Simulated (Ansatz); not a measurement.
# Sn₃Bi: do energies and stresses tell the same story?

These are results of DFT PBEsol, scalar-relativistic, plane waves, PAW (Ansatz), not measurements.

Plane waves to 420 eV, a k mesh through Γ of 12×12×12 on the computed 4-atom cell and Gaussian smearing (0.10 eV); no spin polarisation.

Relaxed cell: I4/mmm, a = 4.776 Å, b = 4.776 Å, c = 9.692 Å, α = 90.00°, β = 90.00°, γ = 90.00°, 4 atoms in the primitive cell. Whether it is the stable form of this composition wasn't checked.

Energies at zero smearing and pressures from the stress tensor, at volumes with shape and atoms relaxed:
```tsv
V (Å³/atom)	E − E(first) (meV/atom)	P (GPa)
24.317	0.00	9.43
25.146	-40.84	6.44
25.975	-67.52	3.93
26.804	-82.25	1.80
27.633	-86.83	0.00
28.462	-82.76	-1.53
29.291	-71.39	-2.81
30.397	-46.89	-4.21
```

Q: Check P = −dE/dV between neighbouring volumes, and get the bulk modulus from the pressures alone.

A: With 1 eV/Å³ = 160.2 GPa:
```csv
middle V (Å³/atom),−ΔE/ΔV (GPa),mean P (GPa)
24.732,7.894,7.933
25.561,5.155,5.183
26.390,2.846,2.863
27.219,0.885,0.901
28.048,-0.785,-0.763
28.877,-2.197,-2.171
29.844,-3.552,-3.513
```

The two differ by 0.04 GPa at most. The mean of two end pressures misses the average over a step by about ΔV² P″/12, up to 0.04 GPa here; with that taken off 0.01 GPa remains. Around V = 27.633 Å³/atom, the two neighbours give B = −V ΔP/ΔV = 27.633 × 3.33 / 1.658 = 55.5 GPa, against B0 = 55.2 GPa from the Birch–Murnaghan fit of the energies.

Spin–orbit coupling is left out, which can shift energies with elements as heavy as these.